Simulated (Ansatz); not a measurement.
Structure relaxation, TiAl

The start is a generated cell, TiAl built in the NaTl structure type. The cell and all atomic positions are relaxed at zero pressure with r2SCAN (plane waves to 500 eV, PAW, scalar-relativistic; Ansatz, a quantum-chemistry and plane-wave program). The first steps use a coarse 9×9×9 k-mesh.

Initial structure:
```
CELL_PARAMETERS angstrom
      0.00000     3.13395     3.13395
      3.13395     0.00000     3.13395
      3.13395     3.13395     0.00000
ATOMIC_POSITIONS crystal
  Al 0.25000 0.25000 0.25000
  Al 0.00000 0.00000 0.00000
  Ti 0.50000 0.50000 0.50000
  Ti 0.75000 0.75000 0.75000
```

Question: How large is the pressure on the unrelaxed cell, and of which sign?

Answer: +4.7 GPa (positive: the cell is compressed).

Question: By how much does the energy per atom fall from start to end?

Answer: 0.01 eV/atom.

Question: How does the volume per atom move from start to end?

Answer: +4.0 %, from 15.39 to 16.00 Å³/atom.

Question: How do the shortest distances between atoms change?

Answer: The closest pairs of elements (up to four, under 3.6 Å), start → end: Al–Ti 2.71 → 2.75 Å; Al–Al 2.71 → 2.75 Å; Ti–Ti 2.71 → 2.75 Å.

Question: What band gap does the relaxed structure have at this level?

Answer: Zero (metallic).

Question: What does it relax into? Give the structure.

Answer: 
```cif
data_Al8Ti8
_chemical_formula_sum 'Al8 Ti8'
_space_group_name_H-M_alt 'Fd-3m :1'
_space_group_IT_number 227
_space_group_name_Hall 'F 4d 2 3 -1d'
_cell_length_a 6.34945
_cell_length_b 6.34945
_cell_length_c 6.34945
_cell_angle_alpha 90.000
_cell_angle_beta 90.000
_cell_angle_gamma 90.000
loop_
_atom_site_label
_atom_site_type_symbol
_atom_site_symmetry_multiplicity
_atom_site_Wyckoff_symbol
_atom_site_fract_x
_atom_site_fract_y
_atom_site_fract_z
_atom_site_occupancy
Al1 Al 8 b 0.50000 0.50000 0.50000 1
Ti1 Ti 8 a 0.00000 0.00000 0.00000 1
```
(The calculation used a cell of 4 atoms; values per cell refer to that cell.)

The space group stays Fd-3m (No. 227) (the run could not lower it); the end is AFLOW prototype AB_cF16_227_a_b (B32, as in NaTl), with 4 atoms in the primitive cell. Final values are on a 13×13×13 k-mesh of the relaxed cell. No spin polarisation in the result. A magnetic state may lie lower.

The run could not lower the symmetry of its start; a shaken copy of this end point relaxes with r2SCAN to I4₁/amd (No. 141), 0.33 eV/atom lower.

The relaxed structure here is a generated cell of TiAl: the first start was made by placing the elements on the sites of a structure type, and the end was not matched to a known phase here, so it may be hypothetical. Known forms of TiAl include space group No. 123.
